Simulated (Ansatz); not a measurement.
**How much do the gradients of Ba₆LiNb₂IrCl₂O₁₂ depend on the method?**

Cell: a computed structure from the Materials Project (it need not be an observed phase), taken as it stands.

Space group P3m1 (No. 156); a = 5.9636, c = 15.5598 Å, γ = 120.00°.

| site | Wyckoff | site symmetry | x | y | z |
| --- | --- | --- | --- | --- | --- |
| Ba1 | 1a | 3m. | 0.0000 | 0.0000 | 0.3809 |
| Ba2 | 1a | 3m. | 0.0000 | 0.0000 | 0.7872 |
| Ba3 | 1b | 3m. | 0.3333 | 0.6667 | 0.6405 |
| Ba4 | 1b | 3m. | 0.3333 | 0.6667 | 0.9187 |
| Ba5 | 1a | 3m. | 0.0000 | 0.0000 | 0.0359 |
| Ba6 | 1b | 3m. | 0.3333 | 0.6667 | 0.2072 |
| Li | 1a | 3m. | 0.0000 | 0.0000 | 0.2094 |
| Nb8 | 1c | 3m. | 0.6667 | 0.3333 | 0.8173 |
| Nb9 | 1c | 3m. | 0.6667 | 0.3333 | 0.1829 |
| Ir | 1c | 3m. | 0.6667 | 0.3333 | 0.0011 |
| Cl11 | 1b | 3m. | 0.3333 | 0.6667 | 0.4253 |
| Cl12 | 1a | 3m. | 0.0000 | 0.0000 | 0.5816 |
| O13 | 3d | .m. | 0.8216 | 0.6431 | 0.9130 |
| O14 | 3d | .m. | 0.9936 | 0.4968 | 0.7590 |
| O15 | 3d | .m. | 0.8307 | 0.6613 | 0.2469 |
| O18 | 3d | .m. | 0.5149 | 0.0299 | 0.0883 |

One atom of each set is listed.

First run. All values are calculated (Ansatz; DFT, PBE, plane waves and PAW, scalar-relativistic, 420 eV cutoff, Γ-centred 5×5×2 k-points, Fermi–Dirac smearing 0.02 eV), not measured.

```tsv
site	V_zz (10²¹ V/m²)	η
Ba1	-12.96	0.00
Ba2	0.81	0.00
Ba3	-15.39	0.00
Ba4	4.65	0.00
Ba6	-0.17	0.00
Li	0.66	0.00
Nb8	2.78	0.00
Nb9	-0.63	0.00
Ir	8.84	0.00
Cl11	-0.62	0.00
Cl12	0.44	0.00
O13	7.48	0.29
O14	-2.09	0.68
O15	-2.20	0.23
```

Second run. The same atoms and settings, except that the functional is r2SCAN and the cutoff is 500 eV.

(1) Given the first result, estimate the second.

## Answers

(1) 

| site | V_zz | η | change of V_zz |
| --- | --- | --- | --- |
| Ba1 | -13.64 | 0.00 | -0.68 |
| Ba2 | 0.28 | 0.00 | -0.53 |
| Ba3 | -15.97 | 0.00 | -0.58 |
| Ba4 | 4.94 | 0.00 | +0.29 |
| Ba6 | -0.64 | 0.00 | -0.47 |
| Li | 0.69 | 0.00 | +0.03 |
| Nb8 | 2.78 | 0.00 | 0.00 |
| Nb9 | -0.71 | 0.00 | -0.08 |
| Ir | 6.29 | 0.00 | -2.55 |
| Cl11 | -0.84 | 0.00 | -0.22 |
| Cl12 | -0.053 | 0.00 | -0.49 |
| O13 | 7.40 | 0.31 | -0.08 |
| O14 | -2.02 | 0.61 | +0.07 |
| O15 | -2.12 | 0.12 | +0.08 |

The largest change of V_zz is on Ir, from 8.84 to 6.29. In per cent, |V_zz| changes by -65 to +6 on Ba, +3 on Li, 0 to +12 on Nb, -29 on Ir, +35 on Cl, -3 to -1 on O (all sites that start above 0.5). V_zz changes sign on Cl12 (same axis). The table leaves out 2 of the 16 sites, with |V_zz| up to 11.30; their tensors move by 0.26 at most along any direction. The statements above cover all sites.

Spin–orbit coupling is left out, which shifts gradients on Ir by a few per cent, and by more where contributions nearly cancel. With these PAW files V_zz is typically within 2 to 3 % of all-electron values, but misses above 10 % occur on Li.
For the first run: The largest force is 0.5 eV/Å, so the atoms aren't at the calculated equilibrium and relaxing them would move these values.
For the second run: The largest force is 0.8 eV/Å, so the atoms aren't at the calculated equilibrium and relaxing them would move these values.
